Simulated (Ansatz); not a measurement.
Here is the system:

SiNi$_{2}$:
```xyz
12
Lattice="5.0295 0.0000 0.0000 0.0000 3.7285 0.0000 0.0000 0.0000 7.0700" Properties=species:S:1:pos:R:3 pbc="T T T"
Si     1.4414     0.9321     4.3457
Si     3.5881     2.7964     2.7243
Si     1.0734     2.7964     0.8107
Si     3.9562     0.9321     6.2593
Ni     2.3108     0.9321     2.0955
Ni     2.7187     2.7964     4.9744
Ni     0.2039     2.7964     5.6305
Ni     4.8256     0.9321     1.4395
Ni     1.6645     0.9321     6.6435
Ni     3.3651     2.7964     0.4265
Ni     0.8503     2.7964     3.1085
Ni     4.1792     0.9321     3.9614
```

This is the PBE-relaxed structure.

Q: All from PBE (plane waves, PAW; program Ansatz), unless another level is named. Estimate the electronic character.

A: metallic (no gap).

Q: And the formation energy from the elements (no fitted shifts)?

A: -0.55 eV/atom.

Q: Predict the density of states at the Fermi level.

A: 0.53 states/eV per atom (mean over ±0.08 eV).

Space group Pnma. The PBE relaxation kept the symmetry of its start. No spin polarisation was allowed. The references are the lowest solids computed at this level, not always the standard phases.

Potentials: the earlier of the program's two PAW sets.
